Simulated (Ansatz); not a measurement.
SiW (CsCl type, Pm-3m), the program Ansatz at the PBE level (PAW), all energies at zero smearing, with the estimated change up to a 700 eV cutoff added, with one set of potentials and settings (totals compare only within such a set). Cell of 2 atoms (1 W, 1 Si): -11020.372 eV.

```csv
element,reference phase,E (eV/atom)
W,"Im-3m, 1 atoms in the cell",-10384.8193
Si,"Fd-3m, 2 atoms in the cell",-635.8096
```

Formation energy per atom, worked out: (-11020.372 − 1×(-10384.8193) − 1×(-635.8096))/2 = 0.128 eV/atom (12 kJ per mol of atoms), at 0 K, without zero-point energy or fitted corrections.

The cell is a constructed one: a structure type filled with these elements; neither database checked (COD, Materials Project) lists it. Its standing as an ambient phase is unchecked. The PBE relaxation kept the symmetry of its start; its stability against distortions is not shown here. The run is not spin-polarised. The references are the lowest solids computed at this level, not always the standard phases. Scalar-relativistic: spin–orbit coupling is off unless named, which matters more the heavier the elements.

Potentials: the later of the program's two PAW sets.
